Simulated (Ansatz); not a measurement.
Rb$_{3}$Sr (Fm-3m): electronic heat capacity and spin susceptibility from the density of states

All numbers below come from DFT PBE, scalar-relativistic, plane waves, PAW in Ansatz.

Cutoff 420 eV; k points 8×8×8 on the computed 4-atom cell (Γ-centred); Gaussian smearing, width 0.10 eV; no spin polarisation.

Relaxed cell: Fm-3m, a = 10.881 Å, b = 10.881 Å, c = 10.881 Å, α = 90.00°, β = 90.00°, γ = 90.00°, 4 atoms in the primitive cell. Whether it is the stable form of this composition wasn't checked.

The density of states at the Fermi level is 4.620 states/eV in the cell of 4 atoms (1 formula unit; both spins, tetrahedra on a 12×12×12 mesh).

Question: What Sommerfeld coefficient and Pauli susceptibility does this give?

Answer: Per formula unit N(E_F) = 4.620 states/eV. γ = (π²/3) k_B² N(E_F) N_A = 2.357 mJ/(mol K²) per state/eV, so γ = 10.9 mJ/(mol K²), a mole of formula units. χ_P = μ_B² N(E_F) N_A = 3.23×10⁻⁵ emu/mol per state/eV gives 14.9×10⁻⁵ emu/mol. This is the bare band result: a measured γ of the same phase is as a rule larger by a factor 1 + λ from phonons and spin fluctuations, the spin part of χ is larger by the Stoner factor, and a measured χ also holds orbital and core terms. N(E_F) at one energy is sensitive to the mesh where the density of states has sharp peaks.